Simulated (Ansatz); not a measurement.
Relaxed Ag (fcc, Cu type):

```yaml
crystal:
  lattice:
    - [4.10519, 0.00000, 0.00000]
    - [0.00000, 4.10519, 0.00000]
    - [0.00000, 0.00000, 4.10519]
  atoms:
    - { symbol: Ag, position: [0.00000, 0.00000, 0.00000] }
    - { symbol: Ag, position: [0.50000, 0.50000, 0.00000] }
    - { symbol: Ag, position: [0.50000, 0.00000, 0.50000] }
    - { symbol: Ag, position: [0.00000, 0.50000, 0.50000] }
```

Two-dimensional scan of atom 2 (Ag, nearest neighbour Ag at 2.903 Å; its periodic images, 4.1 Å or more away, move with it): u runs along (1.000, 0.000, 0.000), v along (0.000, 0.000, 1.000) (Cartesian). Cell and other atoms are fixed.

All values below come from r2SCAN (plane waves to 500 eV, PAW, scalar-relativistic; Ansatz, an electronic-structure program). k mesh 9×9×9 (Γ-centred), Fermi-Dirac smearing 0.05 eV. Stress and pressure are positive under compression. With partly filled bands, energies and forces of such displacements shift with the k mesh and the smearing. On this mesh the relaxed cell isn't quite at rest: it carries a pressure of -0.1 GPa (compression positive) at the zero of the scan. Ag was relaxed with its symmetry unable to fall. 

Problem. Predict the P (GPa) at all points of the grid u = -0.440, -0.220, 0.000, 0.220, 0.440 by v = -0.440, -0.220, 0.000, 0.220, 0.440.

Solution. P (GPa), with u across and v down:

```csv
v \ u,-0.440,-0.220,0.000,0.220,0.440
-0.440,12.2,6.9,5.2,6.9,12.2
-0.220,6.9,2.5,1.2,2.5,6.9
0.000,5.2,1.2,-0.1,1.2,5.2
0.220,6.9,2.5,1.2,2.5,6.9
0.440,12.2,6.9,5.2,6.9,12.2
```

(A displaced cell: forces are minus the slopes of the energy, force constants its curvatures, and phonons follow from these.)
